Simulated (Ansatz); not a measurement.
HfB2 in space group P6/mmm (No. 191; Hf on 1a, B on 2d) under volume change, PBE in the plane-wave PAW code Ansatz, shape and atoms relaxed at each volume.

```csv
V (Å³/atom),E − E(relaxed) (meV/atom),P (GPa)
9.062,72.8,28.10
9.361,30.7,17.31
9.659,7.3,8.02
9.958,0.0,0.00
10.257,6.6,-6.92
10.556,25.2,-12.88
10.854,54.1,-18.03
```

### Question
What does a third-order Birch–Murnaghan fit give for V₀, B₀ and B′?

### Answer
V₀ = 9.96 Å³/atom, B₀ = 248 GPa, B′ = 3.9.

Symmetry was held in the PBE relaxation; of distortions, only those at the zone centre were tested. The run is not spin-polarised. Scalar-relativistic: spin–orbit coupling is off unless named, which matters more the heavier the elements.

Potentials: the later of the program's two PAW sets.
